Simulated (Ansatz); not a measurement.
The cell comes from COD entry 2101853, which wasn't checked; take it as a given geometry.

Below is the log of a run of Ansatz 0.2.0.

```
Sn: projections on atomic orbitals take those of the free atom 1s2 2s2 2p6 3s2 3p6 3d10 4s2 4p6 4d10 5s2 5p2, of charge +0.00 (hamiltonian.pseudopotentials.projection_atoms)
O: projections on atomic orbitals take those of the free atom 1s2 2s2 2p4, of charge +0.00 (hamiltonian.pseudopotentials.projection_atoms)
LAPW: plane waves up to 10.809 Å⁻¹, error target 5.0e-4 eV per atom; small_component_spin mean_spin; O in spheres of 0.905 Å, 8 of its electrons in bands, Dirac shells []; Sn in spheres of 1.143 Å, 32 of its electrons in bands, Dirac shells []
Engine: ansatz 0.2.0
Pseudopotentials: kind: all_electron
Pseudopotential: Sn, LAPW, valence charge 32, Koelling and Harmon's equation, gaussian nucleus
Pseudopotential: O, LAPW, valence charge 8, Koelling and Harmon's equation, gaussian nucleus
Functional definition: PBE
  parameter kappa = 0.804
  parameter beta = 0.06672455060314922
  exchange = pbe_x(kappa = kappa, mu = beta*pi^2/3)
  correlation = pbe_c(beta = beta)
Crystal: 6 atoms, lattice volume = 71.511 Å³
Basis set: ecut = 445.15758029731614 eV, 1519 PW (Γ), exchange–correlation at level 2
Bands: 58, of which v1, the nominal top of the filled ones, is band 48 counted from 1 (47 counted from 0)
Symmetry: 16 space group operations
Space group: P42/mnm (ITA 136), of the structure as read, at distance tolerance 4.2e-5 Å
k-points: 24 of 96
Non-local potential: Sn, projectors of the file, none
Non-local potential: O, projectors of the file, none
Initial density: superposition of atomic densities (chi_scale 0.1, normalization cell, long waves kept (reshape's long-wave potential 0.00 eV rms))
Initial wavefunctions: plane waves of lowest kinetic energy (no species holds an atomic orbital)
Functional: x = pbe(κ = 0.804, μ = 0.2195149727645171), c = pbe(β = 0.06672455060314922)
iter 1 solved again at ethr=1.31e-2 eV; its pass at ethr=1.00e-1 eV (dr2=1.25e1 eV) is discarded
SCF iter   1: F=—  HF=-344378.351802 eV  |F-HF|=—  |Δ(HF+E_count)|=         —  Δρ=1.26e-1  dr2=1.25e1  ethr=1.31e-2  ⟨swp⟩=2.0  Hψ=8509  notcnv=0
preconditioner: auto → Resta (q_TF=auto, 2.866 Å⁻¹)  ε∞=3.2  [insulator: Δε(μ)=3.608 eV  Ē_g=21.442 eV  σ=0.010 eV  W_gap=1.00  n_scr=30 (ndim 8)  ℏωp=31.7 eV  f_vac=0.064  D(μ)=0.00/eV (n_scr^D=0)  ε∞_Penn≈3.2]
iter 2 solved again at ethr=3.48e-4 eV; its pass at ethr=1.31e-2 eV (dr2=3.34e-1 eV) is discarded
SCF iter   2: F=—  HF=-344372.327250 eV  |F-HF|=—  |Δ(HF+E_count)|=    6.02e0  Δρ=2.44e-2  dr2=3.32e-1  ethr=3.48e-4  ⟨swp⟩=2.5  Hψ=7089  notcnv=0
SCF iter   3: F=—  HF=-344372.124258 eV  |F-HF|=—  |Δ(HF+E_count)|=         —  Δρ=2.58e-2  dr2=5.74e-1  ethr=3.46e-4  ⟨swp⟩=3.0  Hψ=4469  notcnv=0
the basis was enlarged: its passes take 799.4 KiB over the memory plan, 2 of 2 planned eigensolver slots
SCF iter   4: F=—  HF=-344372.083378 eV  |F-HF|=—  |Δ(HF+E_count)|=   4.09e-2  Δρ=3.84e-3  dr2=7.50e-3  ethr=3.46e-4  ⟨swp⟩=3.0  Hψ=4380  notcnv=0
SCF iter   5: F=—  HF=-344372.078879 eV  |F-HF|=—  |Δ(HF+E_count)|=   4.50e-3  Δρ=1.35e-3  dr2=4.66e-4  ethr=7.81e-6  ⟨swp⟩=3.0  Hψ=4282  notcnv=0
SCF iter   6: F=—  HF=-344372.078923 eV  |F-HF|=—  |Δ(HF+E_count)|=   4.46e-5  Δρ=2.86e-4  dr2=5.30e-5  ethr=4.85e-7  ⟨swp⟩=3.0  Hψ=4523  notcnv=0
SCF iter   7: F=—  HF=-344372.079002 eV  |F-HF|=—  |Δ(HF+E_count)|=   7.83e-5  Δρ=6.67e-5  dr2=2.77e-6  ethr=5.52e-8  ⟨swp⟩=3.0  Hψ=4351  notcnv=0
SCF iter   8: F=-344372.079008 eV  HF=-344372.079008 eV  |F-HF|=3.47e-8  |Δ(HF+E_count)|=   5.86e-6  Δρ=9.32e-6  dr2=7.99e-8  ethr=2.89e-9  ⟨swp⟩=3.0  Hψ=4359  notcnv=0
SCF 1 converged in 8 iterations: F = -344372.079008 eV  dr2 = 7.99e-8
NSCF: frozen V_eff on 65 k-points
SCF converged after 8 iterations
Free energy (F): -344372.079008 eV
Harris-Foulkes:  -344372.079008 eV  (|F-HF|=3.47e-8)
Internal energy: -344372.079008 eV  (E = F + TS)
E sigma→0 (E₀):  -344372.079008 eV
Fermi energy:    12.459575 eV
--- Per-component energies (eV) ---
  E_band       = -14358.367066
  E_kinetic    = 361755.682329
  E_xc         = -9934.993037
  E_electrostatic = -696192.768300  (all electrons and nuclei)
  E_smearing   = -0.000000  (= −TS)
  E_closure    = 0.000000  (closes the sum)
  E_atoms      = -344334.834705  (free atoms, spherical and without spin; not in F)
  Σ components = -344372.079008   (vs F -344372.079008, Δ=0.00e0)
  Basis errors (estimates in eV, not in F): energy 2.4e-4 per atom: plane waves 2.1e-4 (1.3e-4 summed), levels above the bands 0.0e0, relativity 2.1e-8, radial functions 2.3e-5, core shells 3.6e-7; eigenvalues (radial functions only) 2.8e-6; not estimated: angular momenta, meshes, grids; target (lapw.basis_error) 5.0e-4; muffin-tin radii O 0.905 Å, Sn 1.143 Å
--- Forces (eV/Å), atoms counted from 1 ---
  atom   1  Sn     0.00000000    -0.00000000     0.00000000
  atom   2  Sn     0.00000000     0.00000000     0.00000000
  atom   3  O     -0.02342322    -0.02342322     0.00000000
  atom   4  O      0.02342322    -0.02342322     0.00000000
  atom   5  O      0.02342322     0.02342322     0.00000000
  atom   6  O     -0.02342322     0.02342322     0.00000000
  max |Σ_I F_I| component: 0.00e0 eV/Å
--- Stress (GPa, compression-positive) ---
        9.982016       0.000000       0.000000
        0.000000       9.982016       0.000000
        0.000000       0.000000      12.271196
  P = ⅓ Tr σ = 10.7451 GPa (107.451 kbar)
--- Band table (eV; the first three rows and the last of 24) ---
  k-point 0: bands = ["-492.4240", "-492.4240", "-492.4240", "-492.4240", "-454.9196", "-454.9196", "-454.9155", "-454.9155", "-454.9002", "-454.9002", "-454.8923", "-454.8923", "-454.8839", "-454.8839", "-115.9566", "-115.9566", "-71.8046", "-71.8046", "-71.7671", "-71.7669", "-71.7603", "-71.7603", "-9.3227", "-8.5347", "-8.2699", "-8.2462", "-8.2462", "-8.1748", "-8.1203", "-8.0320", "-8.0087", "-8.0087", "-7.1160", "-5.2795", "-5.2795", "-3.4409", "3.6739", "7.7476", "7.7476", "7.8920", "8.7104", "9.8339", "9.9320", "10.5967", "10.5967", "11.0491", "11.0491", "11.8314", "13.0877", "18.0464", "18.1772", "18.1772", "22.2781", "22.3758", "24.0177", "24.0177", "24.4467", "24.5202"]
  k-point 1: bands = ["-492.4240", "-492.4240", "-492.4240", "-492.4240", "-454.9196", "-454.9196", "-454.9155", "-454.9155", "-454.9002", "-454.9002", "-454.8923", "-454.8923", "-454.8839", "-454.8839", "-115.9565", "-115.9565", "-71.8045", "-71.8045", "-71.7682", "-71.7680", "-71.7603", "-71.7603", "-9.1954", "-8.4925", "-8.4925", "-8.3916", "-8.2203", "-8.1955", "-8.1095", "-8.0419", "-8.0419", "-8.0331", "-6.9594", "-4.8706", "-4.8706", "-3.6546", "3.6675", "7.6938", "7.9958", "7.9958", "8.3131", "8.8925", "9.6803", "9.6897", "9.6897", "11.0661", "11.0661", "11.6004", "14.5729", "18.5341", "19.2627", "19.2627", "21.0485", "23.5742", "23.9109", "23.9109", "24.0348", "24.4742"]
  k-point 2: bands = ["-492.4240", "-492.4240", "-492.4240", "-492.4240", "-454.9196", "-454.9196", "-454.9155", "-454.9155", "-454.9002", "-454.9002", "-454.8923", "-454.8923", "-454.8839", "-454.8839", "-115.9565", "-115.9564", "-71.8043", "-71.8043", "-71.7704", "-71.7703", "-71.7601", "-71.7601", "-8.8934", "-8.8822", "-8.8822", "-8.3648", "-8.1029", "-8.0951", "-8.0951", "-8.0835", "-8.0805", "-8.0396", "-6.3791", "-4.3304", "-4.1383", "-4.1383", "3.8429", "6.2198", "7.6105", "8.1291", "8.1291", "8.8112", "8.8112", "8.9046", "9.4107", "10.8346", "10.8346", "10.9790", "16.6145", "18.7994", "20.6966", "21.2628", "21.2628", "22.9595", "23.4928", "23.4928", "24.4378", "24.6018"]
  k-point 23: bands = ["-492.4240", "-492.4240", "-492.4240", "-492.4240", "-454.9196", "-454.9196", "-454.9155", "-454.9155", "-454.9002", "-454.9002", "-454.8923", "-454.8923", "-454.8839", "-454.8839", "-115.9564", "-115.9564", "-71.8042", "-71.8042", "-71.7715", "-71.7715", "-71.7601", "-71.7601", "-9.0581", "-9.0581", "-8.5965", "-8.5965", "-8.1230", "-8.1230", "-8.0501", "-8.0501", "-8.0074", "-8.0074", "-5.1879", "-5.1879", "-3.8689", "-3.8689", "3.8506", "3.8506", "6.8166", "6.8166", "9.2615", "9.2615", "9.4459", "9.4459", "10.8769", "10.8769", "10.9944", "10.9944", "16.6811", "16.6811", "20.7709", "20.7709", "22.8894", "22.8894", "22.9957", "22.9957", "24.9793", "24.9793"]
--- Löwdin populations: 6 sites ---
  site symbol       q [e]
     0     Sn     48.3086
     1     Sn     48.3086
     2      O      8.7848
     3      O      8.7848
     4      O      8.7848
     5      O      8.7848
  spilling = 0.001845 (of n_electrons = 132.000000)
```

The cell and starting positions:

```
CELL_PARAMETERS angstrom
4.73735 0.00000 0.00000
0.00000 4.73735 0.00000
0.00000 0.00000 3.18640
ATOMIC_POSITIONS crystal
Sn 0.00000 0.00000 0.00000
Sn 0.50000 0.50000 0.50000
O 0.30562 0.30562 0.00000
O 0.19438 0.80562 0.50000
O 0.69438 0.69438 0.00000
O 0.80562 0.19438 0.50000
```

Parts of the input that the log doesn't repeat:

```yaml
  band_path:
    path:
      - [0.0, 0.0, 0.0]
      - [0.0, 0.5, 0.0]
      - [0.5, 0.5, 0.0]
      - [0.0, 0.0, 0.0]
      - [0.0, 0.0, 0.5]
      - [0.0, 0.5, 0.5]
      - [0.5, 0.5, 0.5]
      - [0.0, 0.0, 0.5]
      - [0.0, 0.5, 0.0]
    npoints: 8
output:
  forces: true
  stress: true
  eigenvalues: true
  populations: true
  dos: { projected: true, de: 0.2, e_range: [-14, 8] }
```

**Question.** Write the input that produced this log.

**Answer.** 
```yaml
crystal:
  lattice:
    - [4.73735, 0.0, 0.0]
    - [0.0, 4.73735, 0.0]
    - [0.0, 0.0, 3.1864]
  atoms:
    - { symbol: Sn, position: [0.0, 0.0, 0.0] }
    - { symbol: Sn, position: [0.5, 0.5, 0.5] }
    - { symbol: O, position: [0.30562, 0.30562, 0.0] }
    - { symbol: O, position: [0.19438, 0.80562, 0.5] }
    - { symbol: O, position: [0.69438, 0.69438, 0.0] }
    - { symbol: O, position: [0.80562, 0.19438, 0.5] }
kpoints:
  mp_grid: { grid: [4, 4, 6] }
  band_path:
    path:
      - [0.0, 0.0, 0.0]
      - [0.0, 0.5, 0.0]
      - [0.5, 0.5, 0.0]
      - [0.0, 0.0, 0.0]
      - [0.0, 0.0, 0.5]
      - [0.0, 0.5, 0.5]
      - [0.5, 0.5, 0.5]
      - [0.0, 0.0, 0.5]
      - [0.0, 0.5, 0.0]
    npoints: 8
scf:
  occupations: { method: fermi_dirac, width: 0.01 }
hamiltonian:
  xc: pbe
  pseudopotentials: { kind: all_electron, lapw: { basis_error: 0.0005 } }
output:
  forces: true
  stress: true
  eigenvalues: true
  populations: true
  dos: { projected: true, de: 0.2, e_range: [-14, 8] }
```
This is the input that was run; digits and keys that the log doesn't show could differ in an equivalent one.
